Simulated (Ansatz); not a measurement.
Relaxed-ion elastic tensor of N (bcc (W type), space group No. 229) in GPa (Voigt order), r²SCAN+D4 (plane waves, PAW; program Ansatz); density 3.24 g/cm³, 7.17 Å³ per atom.

```
  380    106    106    0.0    0.0    0.0
  106    380    106    0.0    0.0    0.0
  106    106    380    0.0    0.0    0.0
  0.0    0.0    0.0  -82.0    0.0    0.0
  0.0    0.0    0.0    0.0  -82.0    0.0
  0.0    0.0    0.0    0.0    0.0  -82.0
```

Question: Is the crystal mechanically stable?

Answer: No: the smallest eigenvalue of C is -82.0 GPa.

Space group Im-3m (bcc (W type)). The cell is a constructed one: a structure type filled with these elements; neither database checked (COD, Materials Project) lists it. It is not the usual solid phase (space group No. 205). The r²SCAN+D4 relaxation kept the symmetry of its start. At this level the phase is mechanically unstable. The substance is a gas or liquid at ambient conditions. As this level gives no gap, shear constants depend on the k-mesh and smearing (Fermi–Dirac, 0.1 eV here). On the denser mesh and wider smearing of the elastic run this cell carries a stress of 0.4 GPa.

Potentials: the later of the program's two PAW sets.
